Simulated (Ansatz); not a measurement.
CsPbCl₃:
```cif
data_Cl12Cs4Pb4
_chemical_formula_sum 'Cs4 Pb4 Cl12'
_space_group_name_H-M_alt 'Amm2'
_space_group_IT_number 38
_space_group_name_Hall 'A 2 -2'
_cell_length_a 5.68553
_cell_length_b 11.00152
_cell_length_c 11.01570
_cell_angle_alpha 90.000
_cell_angle_beta 90.000
_cell_angle_gamma 90.000
loop_
_atom_site_label
_atom_site_type_symbol
_atom_site_symmetry_multiplicity
_atom_site_Wyckoff_symbol
_atom_site_fract_x
_atom_site_fract_y
_atom_site_fract_z
_atom_site_occupancy
Cs1 Cs 2 b 0.50000 0.50000 0.98615 1
Cs2 Cs 2 b 0.50000 0.50000 0.51651 1
Pb1 Pb 4 d 0.00000 0.25291 0.24268 1
Cl1 Cl 4 d 0.00000 0.31253 0.49339 1
Cl2 Cl 4 e 0.50000 0.24575 0.24331 1
Cl3 Cl 2 a 0.00000 0.00000 0.29613 1
Cl4 Cl 2 a 0.00000 0.00000 0.67044 1
```
(The calculation used a cell of 10 atoms; values per cell refer to that cell.)

Relaxed with PBEsol. The program Ansatz at the PBEsol level (PAW) gives a gap of 2.10 eV.

### Question
What gap does HSE06 give on the same cell (Ansatz, PAW)?

### Answer
2.93 eV, 0.82 eV more. The hybrid was solved on a coarser mesh and at special points; the gap given is the minimum over both.

Cost on shared cores: the PBEsol run (SCF on a 4×4×5 mesh, then bands and DOS) very roughly 9 core-minutes, the HSE06 run (SCF on 2×2×3, then a few points) very roughly 4 core-minutes; the tasks are unlike.

The first step of the workflow began from a Materials Project structure, measured or hypothetical; the Crystallography Open Database copy checked does not list it. COD files the formula under space group No. 221. Whether it is the stable phase at ambient conditions was not checked. Symmetry was held in the PBEsol relaxation; its stability against distortions is not shown here. Spin–orbit coupling is left out wherever it is not named.

Potentials: the later of the program's two PAW sets.
